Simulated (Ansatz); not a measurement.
MgCdS2:
```
MgCdS2
1.0
    3.78191     0.00000     0.00000
    0.00000     3.78191     0.00000
    0.00000     0.00000     5.35369
Mg Cd S
1 1 2
Direct
  0.50000   0.50000   0.50000
  0.00000   0.00000   0.00000
  0.00000   0.00000   0.50000
  0.50000   0.50000   0.00000
```

Relaxed with r²SCAN. Independent-particle spectrum: no excitons, no local fields, no scissors shift; 0.1 eV broadening; ε₁ of the summed bands alone.

Q: Tabulate the dielectric function from plane-wave PAW r²SCAN (Ansatz code).

A: 

```tsv
E (eV)	ε₁ xx	ε₂ xx	ε₁ zz	ε₂ zz
0.0	6.37	0.00	6.39	0.00
0.4	6.40	0.00	6.42	0.00
0.8	6.49	0.00	6.51	0.00
1.2	6.64	0.00	6.66	0.00
1.6	6.88	0.00	6.91	0.00
2.0	7.35	0.05	7.39	0.05
2.4	7.63	0.35	7.69	0.35
2.8	8.13	0.39	8.23	0.39
3.2	9.14	0.75	9.56	0.91
3.6	10.32	1.46	10.17	2.03
4.0	11.57	3.20	11.23	3.49
4.4	12.54	6.32	12.12	6.54
4.8	10.31	10.68	9.72	10.56
5.2	5.50	12.74	4.03	11.59
5.6	3.50	9.64	4.05	8.88
6.0	2.96	9.16	3.87	9.66
6.4	0.98	8.74	1.05	9.16
6.8	0.74	7.57	0.52	7.57
7.2	0.36	6.00	0.75	6.33
7.6	1.51	7.29	2.11	5.97
8.0	-0.94	8.14	-0.98	9.05
8.4	-2.00	6.65	-2.28	6.90
8.8	-2.46	5.82	-2.56	5.77
9.2	-2.52	4.32	-2.63	4.30
9.6	-1.98	3.76	-2.40	4.18
10.0	-2.14	3.41	-2.39	3.58
10.4	-2.20	3.01	-2.28	2.85
10.8	-2.00	2.39	-2.21	2.60
11.2	-1.88	2.25	-2.23	1.78
11.6	-1.93	1.70	-1.74	1.45
12.0	-1.48	1.31	-1.39	1.20
```

Q: From ε at 4.0 eV (xx: 11.57 + 3.20i), find n, k, the normal reflectivity and the absorption coefficient.

A: n = 3.43, k = 0.466, R = 31 %, α = 2kE/ħc = 190000 cm⁻¹.

With all bands, ε∞ without local fields is 6.50 (xx = yy), 6.51 (zz). DFPT, with local fields, gives 6.31 (xx = yy), 6.34 (zz).

Space group P4/mmm. The workflow started from a Materials Project entry (that database holds measured and hypothetical structures alike); the Crystallography Open Database copy checked does not list it. With Mg and Cd taken as one species the cell has the higher symmetry Fm-3m, so it may be an ordered model of a mixed-site phase. Whether it is the stable phase at ambient conditions was not checked. Symmetry was held in the r²SCAN relaxation; of distortions, only those at the zone centre were tested. Spin–orbit coupling is left out wherever it is not named.

Potentials: the later of the program's two PAW sets.
